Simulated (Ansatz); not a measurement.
# Zr₃Ag, one cell by several methods

```
Zr Ag
1.0
     4.55073    0.00000    0.00000
     0.00000    4.55073    0.00000
     0.00000    0.00000    3.97267
Zr Ag
3 1
Direct
  0.50000 0.50000 0.00000
  0.00000 0.50000 0.50000
  0.50000 0.00000 0.50000
  0.00000 0.00000 0.00000
```

Atom numbers follow the list: Zr1, Zr2, Zr3, Ag4.

The conventional cell has a = 4.551 Å, b = 4.551 Å, c = 3.973 Å, α = 90.00°, β = 90.00°, γ = 90.00°. Around Zr (atom 1) lie 8 Zr at 3.02 Å and 4 Ag at 3.22 Å. Zr (atom 2) has 8 Zr at 3.02 to 3.22 Å and 4 Ag at 3.02 Å as nearest neighbours. Ag (atom 4) has 12 Zr at 3.02 to 3.22 Å as nearest neighbours.

The cell comes from COD entry 1509571, which wasn't checked; take it as a given geometry. The listed cell was then made from it by scaling, straining or moving an atom.

Spin polarisation is left out, and whether a magnetic state lies lower isn't shown here.

Levels of theory: DFT, LDA, PAW with Ansatz's default frozen-core files, scalar-relativistic (Ansatz 0.2.0); DFT, LDA, all-electron LAPW, scalar-relativistic (Ansatz 0.2.0).

For PAW: a Γ-centred 7×7×8 k mesh, Fermi–Dirac smearing of 0.05 eV, cutoff 420 eV, no spin polarisation; the PAW files were made with PBE, and the program remakes their frozen cores for this functional. LAPW targets a basis error of 1 meV/atom. The Ansatz runs share mesh, smearing and spin set-up. Plane-wave (PAW) pressures include the program's estimate of the Pulay term.

Stress and pressure are positive in compression.

The change that made this cell: volume scaled by 0.99.

PAW results:

| quantity | PAW |
| --- | --- |
| pressure (GPa) | -4.00 |
| stress xx (GPa) | -4.85 |
| stress zz (GPa) | -2.32 |

Q: What does all-electron LAPW give for the same quantities?

A: 
```
       quantity   LAPW
 pressure (GPa)  -3.99
stress xx (GPa)  -4.84
stress zz (GPa)  -2.30
```
